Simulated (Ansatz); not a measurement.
**Structure relaxation, TiOs**

The start is a generated cell, TiOs built in the AFLOW prototype AB_hP12_186_a2b_a2b (B6, as in SiC). Cell shape, volume and atoms are optimised at zero target pressure with PBE (plane waves to 420 eV, PAW, scalar-relativistic; Ansatz, a quantum-chemistry and plane-wave program). The first steps use a coarse 9×9×2 k-mesh.

The start:
```
CELL_PARAMETERS angstrom
      3.46050     0.00000     0.00000
     -1.73025     2.99688     0.00000
      0.00000     0.00000    16.98054
ATOMIC_POSITIONS crystal
  Ti 0.00000 0.00000 0.00000
  Ti 0.00000 0.00000 0.50000
  Ti 0.66667 0.33333 0.83325
  Ti 0.33333 0.66667 0.33325
  Ti 0.66667 0.33333 0.16650
  Ti 0.33333 0.66667 0.66650
  Os 0.00000 0.00000 0.87460
  Os 0.00000 0.00000 0.37460
  Os 0.66667 0.33333 0.70785
  Os 0.33333 0.66667 0.20785
  Os 0.66667 0.33333 0.04150
  Os 0.33333 0.66667 0.54150
```

Problem. How much energy is released per atom?

Solution. About 2.6 eV/atom.

Problem. How does the volume per atom move from start to end?

Solution. +7.7 %, from 14.68 to 15.81 Å³/atom.

Problem. How do the shortest distances between atoms change?

Solution. The closest pairs of elements (up to four, under 3.6 Å), start → end: Os–Ti 2.12 → 2.43 Å; Ti–Ti 3.46 → 2.85 Å; Os–Os 3.46 → 2.85 Å.

Problem. Is the relaxed structure metallic? Give its gap.

Solution. Zero (metallic).

Problem. Give the final cell and atomic positions.

Solution. 
```cif
data_Os6Ti6
_chemical_formula_sum 'Ti6 Os6'
_space_group_name_H-M_alt 'P63mc'
_space_group_IT_number 186
_space_group_name_Hall 'P 6c -2c'
_cell_length_a 2.84574
_cell_length_b 2.84574
_cell_length_c 27.05268
_cell_angle_alpha 90.000
_cell_angle_beta 90.000
_cell_angle_gamma 120.000
loop_
_atom_site_label
_atom_site_type_symbol
_atom_site_symmetry_multiplicity
_atom_site_Wyckoff_symbol
_atom_site_fract_x
_atom_site_fract_y
_atom_site_fract_z
_atom_site_occupancy
Ti1 Ti 2 a 0.00000 0.00000 0.01781 1
Ti2 Ti 2 b 0.33333 0.66667 0.18424 1
Ti3 Ti 2 b 0.66667 0.33333 0.35093 1
Os1 Os 2 a 0.00000 0.00000 0.10797 1
Os2 Os 2 b 0.33333 0.66667 0.27420 1
Os3 Os 2 b 0.66667 0.33333 0.44114 1
```

The space group stays P6₃mc (No. 186) (the run could not lower it), with 12 atoms in the primitive cell. Final values are on a 15×15×2 k-mesh of the relaxed cell. The start holds a very short contact (Ti–Os 2.12 Å). No spin polarisation in the result.

The run could not lose the symmetry of its start: the end is stationary, and may be a saddle point rather than a minimum.

The relaxed structure here is a generated cell of TiOs: the first start was made by placing the elements on the sites of a structure type, and the end was not matched to a known phase here, so it may be hypothetical.
